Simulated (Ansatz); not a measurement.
**AlNi: a phonon run with XC grid level 3**

Theory: DFT LDA, scalar-relativistic, plane waves, PAW (Ansatz).

Launched with:
```bash
ansatz run input.yaml --threads 1 --pin off --max-ram 3072MiB --backend cpu --events-out ev --progress --plain --runs-dir out
```

Input (bare energies are in eV):
```yaml
crystal:
  lattice:
    - [2.0028655974, -2.0028644312, 0.0]
    - [2.0028655974, 2.0028644312, 0.0]
    - [0.0, 0.0, 2.835133432]
  atoms:
    - { symbol: Al, position: [0.0, 0.0, 0.0] }
    - { symbol: Ni, position: [0.5, 0.5, 0.5] }
basis:
  ecutwfc: 420
  xc_grid: 3
kpoints:
  mp_grid: { grid: [16, 16, 14] }
hamiltonian:
  xc: lda
scf:
  occupations: { method: fermi_dirac, width: 0.15 }
output:
  eigenvalues: true
phonons:
  method: dfpt
```

From the output:
```
--- Phonons (Γ-DFPT): 4 representative perturbations + reference, on 584 of 3584 k-points (Σ response iterations 12) ---
  k mesh reduced under 8 symmetry operations, with k and −k counted as one. Each operation leaves every solved displacement unchanged or reverses it
  ASR residual: 4.289e-4 → 0.000e0 eV/Å²; symmetrization residual: 1.597e-6 eV/Å²
  ASR residual per site (eV/Å²): 9.21e-6 4.29e-4
  Γ frequencies (cm⁻¹): 0.00 0.00 0.00 307.15 307.15 307.27
  non-analytic LO–TO correction: not included (Born effective charges unavailable; polar crystals: no LO–TO splitting at Γ)
```

Time: 68 s on 1 thread of Arm Neoverse V2, with other jobs on the host, peak memory 0.84 GiB.

Beside the reference run (Settings: 420 eV plane-wave cutoff, Γ-centred 16×16×14 mesh, Fermi-Dirac smearing of 0.15 eV. No spin polarisation. Phonons by linear response, acoustic sum rule imposed.), the optical modes at Γ (cm⁻¹, by rank, those that always equal the one before left out, no LO field; i marks imaginary):
| setting | mode 1 | mode 2 |
| --- | --- | --- |
| reference run | 307 | 307 |
| XC grid level 3 | 307 | 307 |

In a metal, frequencies and elastic constants depend on the k mesh and the smearing, soft modes and shear constants most. Spin polarisation was left out, and a magnetic state may lie lower.